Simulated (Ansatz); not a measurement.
Starting cell, HfN (rock salt):

```
CELL_PARAMETERS angstrom
      0.00000     4.54789     4.54789
      2.27394     0.00000     2.27394
      2.27394     2.27394     0.00000
ATOMIC_POSITIONS crystal
  N  0.00000 0.00000 0.00000
  N  0.50000 0.00000 0.00000
  Hf 0.25000 0.50000 0.50000
  Hf 0.75000 0.50000 0.50000
```

The atoms are displaced by Q × the pattern below (from a DFPT mode at L = (0.5, 0.0, 0.0), largest move 1; Q in Å), at fixed cell. (q is in reciprocal vectors of the primitive cell; the cell shown is doubled to hold the pattern.)

```
atom       x       y       z
----  ------  ------  ------
Hf3    0.577  -0.577  -0.577
Hf4   -0.577   0.577   0.577
```

Atoms not listed stay in place.

All values below come from PBE (plane waves to 420 eV, PAW, scalar-relativistic; Ansatz, an electronic-structure program). k mesh 9×18×18 (Γ-centred), Fermi-Dirac smearing 0.05 eV. The energy includes the smearing's −TS. With partly filled bands, energies and forces of such displacements shift with the k mesh and the smearing. HfN is run without spin polarisation. HfN was relaxed with its symmetry unable to fall. Spin-orbit coupling is left out, though Hf is heavy. ΔE is measured from the undisplaced structure. The last digit holds for this mesh only.

```csv
Q (Å),ΔE (meV/cell)
-0.1000,159.8
-0.0833,105.5
-0.0667,withheld
-0.0500,35.6
-0.0333,15.7
-0.0167,3.8
0.0000,0.0
0.0167,3.8
0.0333,15.7
0.0500,35.6
0.0667,withheld
0.0833,105.5
0.1000,159.8
```

Problem. Fit an even polynomial form (powers 2, 4, 6) to the given rows and predict ΔE at Q = 0.0667.

Solution. Least squares on the 11 given rows: ΔE = (13850)·Q² + (152700)·Q⁴ + (6001000)·Q⁶, in meV/cell with Q in Å; root-mean-square residual 0.08 meV/cell. At 0.0667 the fit gives 65.2 meV/cell; the calculation gives 64.7 meV/cell, so the interpolation is off by 0.5 (+0.8 %). The quadratic term alone would give 61.6 meV/cell.

(For displaced atoms, the force is minus the slope of the energy, and its curvature is a force constant, which sets phonon frequencies.)
